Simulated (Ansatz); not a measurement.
**CdS: computed DOS**

```cif
data_structure
_symmetry_space_group_name_H-M 'P6_3mc'
_symmetry_Int_Tables_number 186
_cell_length_a 4.1960
_cell_length_b 4.1960
_cell_length_c 6.8307
_cell_angle_alpha 90.000
_cell_angle_beta 90.000
_cell_angle_gamma 120.000
_cell_volume 104.15
loop_
_atom_site_label
_atom_site_type_symbol
_atom_site_symmetry_multiplicity
_atom_site_Wyckoff_symbol
_atom_site_fract_x
_atom_site_fract_y
_atom_site_fract_z
_atom_site_occupancy
Cd1 Cd 2 b 0.33333 0.66667 0.99979 1
S1 S 2 b 0.33333 0.66667 0.37621 1
```

The runs use the primitive cell with vectors (4.196, 0.000, 0.000), (-2.098, 3.634, 0.000), (0.000, 0.000, 6.831) Å, to which the k mesh refers.

The structure is hexagonal, space group P6_3mc (No. 186). Conventional cell: a = 4.196 Å, b = 4.196 Å, c = 6.831 Å, α = 90.00°, β = 90.00°, γ = 120.00°. Cd (site symmetry 3m) is surrounded by 4 S at 2.57 Å. S (site symmetry 3m) is surrounded by 4 Cd at 2.57 Å.

The structure comes from a relaxation in the same program, started in the wurtzite type, and has space group P6_3mc. Whether it is a known phase or the ground state wasn't checked.

Theory: DFT, PBE, all-electron LAPW, scalar-relativistic in Ansatz 0.2.0.

Numerical set-up: a Γ-centred 11×11×6 k mesh, Fermi–Dirac smearing of 0.05 eV, basis error target 1 meV/atom, no spin polarisation.

(1) Which of the resolved shells contributes most in the top eV of the valence band?

(2) Where is the centre of the filled Cd 4d states between -13 eV and the top of the filled states?

(3) Tabulate the density of states.

Answers

(1) S 3p, with 91 % of all states there; Cd 4d follows with 6 %.

(2) -7.12 eV from the valence-band top.

(3) States per eV and cell, averaged over 0.6 eV, from -7.6 to 5.4 eV, with energies (bin centres) from the valence-band top; empty bins are left out. The partial columns, the largest 4 alone, are projections on Löwdin-orthogonalised atomic shells (those that the program's projection atoms carry: the occupied ones and, for some elements, an empty d or f shell; other empty shells have no column), summed over atoms of an element. Weights on diffuse s and p shells depend on that basis and aren't pure angular character.
| E (eV) | total | Cd 4d | S 3p | Cd 5s | S 3s |
| --- | --- | --- | --- | --- | --- |
| -7.4 | 26.93 | 25.92 | 0.89 | 0.07 | 0.02 |
| -6.8 | 6.41 | 5.90 | 0.08 | 0.08 | 0.34 |
| -3.8 | 3.28 | 0.09 | 2.11 | 1.00 | 0.05 |
| -3.2 | 1.96 | 0.10 | 1.24 | 0.48 | 0.10 |
| -2.6 | 1.54 | 0.08 | 1.19 | 0.17 | 0.06 |
| -2.0 | 2.94 | 0.13 | 2.53 | 0.11 | 0.04 |
| -1.4 | 4.39 | 0.21 | 3.92 | 0.06 | 0.02 |
| -0.8 | 4.83 | 0.27 | 4.37 | 0.03 | 0.01 |
| -0.2 | 1.06 | 0.07 | 0.97 | 0.00 | 0.00 |
| 1.6 | 0.04 | 0.00 | 0.01 | 0.03 | 0.01 |
| 2.2 | 0.16 | 0.00 | 0.04 | 0.09 | 0.03 |
| 2.8 | 0.50 | 0.00 | 0.12 | 0.28 | 0.06 |
| 3.4 | 1.93 | 0.00 | 0.42 | 0.95 | 0.13 |
| 4.0 | 2.85 | 0.01 | 0.65 | 1.25 | 0.09 |
| 4.6 | 1.19 | 0.00 | 0.31 | 0.52 | 0.01 |
| 5.2 | 2.49 | 0.01 | 0.22 | 0.24 | 0.01 |
